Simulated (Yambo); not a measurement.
Yambo run on RbH (rock salt, space group Fm-3m, No. 225). The wavefunctions are PBEsol (pw.x of Quantum ESPRESSO, ONCV potentials, no spin-orbit coupling) ones on a 4×4×4 mesh (5 occupied bands); a = 4.2484 Å, b = 4.2484 Å, c = 4.2484 Å, α = 60.00°, β = 60.00°, γ = 60.00°.

Yambo input:

```
rim_cut
gw0
dyson
el_el_corr
HF_and_locXC
cohsex
em1s
RandQpts= 1000000
RandGvec= 1 Ry
EXXRLvcs= 72 Ry
VXCRLvcs= 288 Ry
Chimod= "HARTREE"
% BndsRnXs
 1 | 117 |
%
NGsBlkXs= 10 Ry
% LongDrXs
 1.0 | 1.0 | 1.0 |
%
ExtendOut
% QPkrange
 3 | 3 | 5 | 6 |
%
```

k points by index: 3 = L.

Resulting energies as the program prints them:

```
#    K-point    Band    Eo [eV]    E [eV]    E-Eo [eV]    Vxc [eV]    Vnlxc [eV]    Sc|Eo [eV]    Re(Z)    Im(Z)
#
    3    5    0.000000    -3.940267    -3.940267    -10.11585    -13.63309    -0.423025    1.000000    0.000000
    3    6    2.723265    2.497969    -0.225296    -6.581760    -2.832965    -3.974090    1.000000    0.000000
```
(The two width columns are left out.) Convergence of these settings isn't established.

Geometry of the Materials Project entry, not relaxed at this level.
